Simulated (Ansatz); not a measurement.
TaC in space group Cmcm (No. 63; C on 4c, Ta on 4c) at seven volumes, the program Ansatz at the PBE level (PAW), shape and atoms relaxed at each. One row is withheld.

```csv
V (Å³/atom),P (GPa)
10.135,32.40
10.469,19.52
10.803,8.94
11.137,0.00
11.471,-7.76
11.806,?
12.140,-20.22
```

Task: Fit the shown pressures and predict the withheld one.

Result: P = (3/2)B₀(x^(7/2) − x^(5/2))[1 + (3/4)(B′ − 4)(x − 1)] with x = (V₀/V)^(2/3). Least squares on the six rows gives V₀ = 11.133 Å³/atom, B₀ = 280 GPa, B′ = 4.33. At V = 11.806, x = 0.9616 and P = -14.48 GPa. The run itself gave -14.54 GPa.

The cell is a constructed one: a structure type filled with these elements; neither database checked (COD, Materials Project) lists it. It is not the phase usual at ambient conditions (space group No. 225). The cell was relaxed with PBE under the symmetry of its start; whether a distortion lowers the energy is not shown. No spin polarisation was allowed. Spin–orbit coupling is left out wherever it is not named.

Potentials: the later of the program's two PAW sets.
